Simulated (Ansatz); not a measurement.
# Which element?

Cell vectors (Å):

```
0.0000 3.2175 3.2175
3.2175 0.0000 3.2175
3.2175 3.2175 0.0000
```

| atom | a | b | c |
| --- | --- | --- | --- |
| X | 0.0000 | 0.0000 | 0.0000 |
| Te | 0.7500 | 0.7500 | 0.7500 |

The calculation used LDA, all-electron LAPW in Ansatz 0.2.0, scalar-relativistic. k mesh 10×10×10, Fermi-Dirac smearing of 0.100 eV.

Harmonic phonons of a crystal by Kohn-Sham DFT at the given cell, standard atomic masses, acoustic sum rule imposed; negative wavenumbers are unstable modes.

```tsv
point	q a (r.l.u.)	q b (r.l.u.)	q c (r.l.u.)	branch	phonon wavenumber (cm⁻¹)
Gamma	0	0	0	4	115.6
L	0.5	0	0	1	21
L	0.5	0	0	3	82.1
L	0.5	0	0	4	127.8
L	0.5	0	0	6	140.9
X	0.5	0.5	0	1	19.9
X	0.5	0.5	0	3	93.2
X	0.5	0.5	0	4	132.8
X	0.5	0.5	0	5	139
```

Task: All X atoms are one element. Which one was computed?

Result: Hg; the crystal is HgTe (F-43m).

Keep in mind: the gap is closed or tiny at this level, so small that the run used smearing; responses move with mesh and smearing; a very soft zone-boundary mode, near an instability or sensitive to the mesh; no spin-orbit coupling on heavy atoms.
